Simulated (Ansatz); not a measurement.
One crystal and one scan (frozen-phonon scan) at two levels, PBE (plane waves to 420 eV, PAW, scalar-relativistic; Ansatz, a program for electronic structure) and r2SCAN (plane waves to 500 eV, PAW, scalar-relativistic; Ansatz), each from its own relaxed cell and on its own mesh. The cell shown is that of PBE.

Starting cell, HfN (rock salt):

```
CELL_PARAMETERS angstrom
      0.00000     4.54789     4.54789
      2.27394     0.00000     2.27394
      2.27394     2.27394     0.00000
ATOMIC_POSITIONS crystal
  N  0.00000 0.00000 0.00000
  N  0.50000 0.00000 0.00000
  Hf 0.25000 0.50000 0.50000
  Hf 0.75000 0.50000 0.50000
```

The atoms are displaced by Q × the pattern below (from a DFPT mode at L = (0.5, 0.0, 0.0), largest move 1; Q in Å), at fixed cell. (q is in reciprocal vectors of the primitive cell; the cell shown is doubled to hold the pattern.)

```
atom       x       y       z
----  ------  ------  ------
N1     0.577  -0.577  -0.577
N2    -0.577   0.577   0.577
```

Atoms not listed stay in place.

HfN is run without spin polarisation. HfN was relaxed with its symmetry unable to fall. Spin-orbit coupling is left out, though Hf is heavy. With partly filled bands, energies and forces of such displacements shift with the k mesh and the smearing. Percentages come from the unrounded values. Both scans cover Q from -0.100 to 0.100 Å.

```
quantity                                                                                    PBE  r2SCAN     PBE − r2SCAN
----------------------------------------------------------------------------------------  -----  ------  ---------------
Lattice constant a (Å)                                                                    4.548   4.525  +0.023 (+0.5 %)
Energy at Q = 0.100 Å (meV/cell)                                                            123     123                0
Harmonic wavenumber from the curvature (finite differences) (cm⁻¹ (negative: imaginary))    488     487      +1 (+0.2 %)
```

PBE gives the higher value for: lattice constant a. They agree on: energy at Q = 0.100 Å (within 1.5 %); harmonic wavenumber from the curvature (within 1.5 %). Both give the same space group of the distorted cell: R-3m (No. 166), lowered from Fm-3m.

ΔE (meV/cell), each from the undisplaced structure of its own level:

| Q (Å) | PBE | r2SCAN |
|---|---|---|
| -0.100 | 123 | 123 |
| -0.083 | 86 | 86 |
| -0.067 | 55 | 55 |
| -0.050 | 31 | 31 |
| -0.033 | 14 | 14 |
| -0.017 | 3 | 3 |
| 0.000 | 0 | 0 |
| 0.017 | 3 | 3 |
| 0.033 | 14 | 14 |
| 0.050 | 31 | 31 |
| 0.067 | 55 | 55 |
| 0.083 | 86 | 86 |
| 0.100 | 123 | 123 |

(For displaced atoms, the force is minus the slope of the energy, and its curvature is a force constant, which sets phonon frequencies.)
